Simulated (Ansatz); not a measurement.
# WSe2 (2H-MoS2 type, space group P6_3/mmc), energy over volume and axial ratio

WSe₂ (2H-MoS2 type, space group P6_3/mmc)

```xyz
6
Lattice="3.2304 0.0000 0.0000 -1.6152 2.7976 0.0000 0.0000 0.0000 12.4106" Properties=species:S:1:pos:R:3 pbc="T T T"
W      0.0000     1.8651     3.1026
W      1.6152     0.9325     9.3079
Se     0.0000     1.8651     7.6268
Se     1.6152     0.9325     1.4215
Se     1.6152     0.9325     4.7838
Se     0.0000     1.8651    10.9891
```

Two coordinates are scanned: the volume, and the ratio of the stretch along z (the conventional c axis) to the stretch across it. Atoms keep their fractional coordinates.

The numbers are results of PBEsol-D3(BJ) (plane waves to 420 eV, PAW, scalar-relativistic; Ansatz, a quantum-chemistry and plane-wave program), not measurements. k mesh 12×12×3 (Γ-centred), Fermi-Dirac smearing 0.05 eV. The energy includes the smearing's −TS. Compression counts positive. As the atoms are clamped, bonds stretch with the cell, which overstates energies and stresses. Spin-orbit coupling is left out, though W is heavy. The PAW data are Ansatz's earlier set. WSe2 is run without spin polarisation. WSe2 was relaxed with its symmetry unable to fall. The zero of ΔE is the relaxed starting cell.

ΔE (meV/atom), with V/V₀ across and (c/a)/(c/a)₀ down:

```csv
(c/a)/(c/a)₀ \ V/V₀,0.920,0.960,1.000,1.040,1.080
0.920,141.7,75.8,48.9,53.5,83.4
0.960,92.4,32.9,11.8,21.5,56.2
1.000,70.3,16.3,0.0,14.1,52.6
1.040,72.9,23.4,11.1,28.7,70.3
1.080,98.3,52.2,43.0,63.2,107.1
```

P (GPa), with V/V₀ across and (c/a)/(c/a)₀ down:

```csv
(c/a)/(c/a)₀ \ V/V₀,0.920,0.960,1.000,1.040,1.080
0.920,18.9,9.6,2.2,-3.9,-8.8
0.960,17.5,8.3,1.0,-5.0,-9.7
1.000,16.2,7.2,0.0,-5.8,-10.5
1.040,15.2,6.3,-0.8,-6.5,-11.1
1.080,14.4,5.6,-1.4,-7.1,-11.6
```

Summary:

Modulus against c/a change at fixed volume, (3/4V)·∂²E/∂(ln c/a)² (fit, atoms clamped): 92 GPa, an upper bound as the atoms could relax
Lowest place on the grid: V/V₀ = 1.000, (c/a)/(c/a)₀ = 1.000 (0.0 meV/atom)
Highest place on the grid: V/V₀ = 0.920, (c/a)/(c/a)₀ = 0.920 (141.7 meV/atom)

The 25 points together took roughly 5 core-minutes.

(Under strain, the slope of the energy per volume gives the stress and its curvature an elastic modulus.)
